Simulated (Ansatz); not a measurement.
Ag (hcp (Mg type), space group No. 194) under volume change, the program Ansatz at the LDA level (PAW), shape and atoms relaxed at each volume.

```json
[
 {"V (Å³/atom)": "14.584", "E − E(relaxed) (meV/atom)": "68.9", "P (GPa)": "16.95"},
 {"V (Å³/atom)": "15.065", "E − E(relaxed) (meV/atom)": "28.5", "P (GPa)": "10.17"},
 {"V (Å³/atom)": "15.546", "E − E(relaxed) (meV/atom)": "6.7", "P (GPa)": "4.58"},
 {"V (Å³/atom)": "16.027", "E − E(relaxed) (meV/atom)": "0.0", "P (GPa)": "0.00"},
 {"V (Å³/atom)": "16.508", "E − E(relaxed) (meV/atom)": "5.8", "P (GPa)": "-3.76"},
 {"V (Å³/atom)": "16.988", "E − E(relaxed) (meV/atom)": "21.8", "P (GPa)": "-6.82"},
 {"V (Å³/atom)": "17.469", "E − E(relaxed) (meV/atom)": "46.2", "P (GPa)": "-9.31"}
]
```

Problem. What does a third-order Birch–Murnaghan fit give for V₀, B₀ and B′?

Solution. V₀ = 16.03 Å³/atom, B₀ = 138 GPa, B′ = 5.6.

Space group P6_3/mmc (hcp (Mg type)). The first step of the workflow began from a Materials Project structure, measured or hypothetical; the Crystallography Open Database files this formula in space group No. 194, but the cells were not matched. It is not the phase usual at ambient conditions (space group No. 225). The LDA relaxation kept the symmetry of its start; whether a distortion lowers the energy is not shown. No spin polarisation was allowed.

Potentials: the later of the program's two PAW sets.
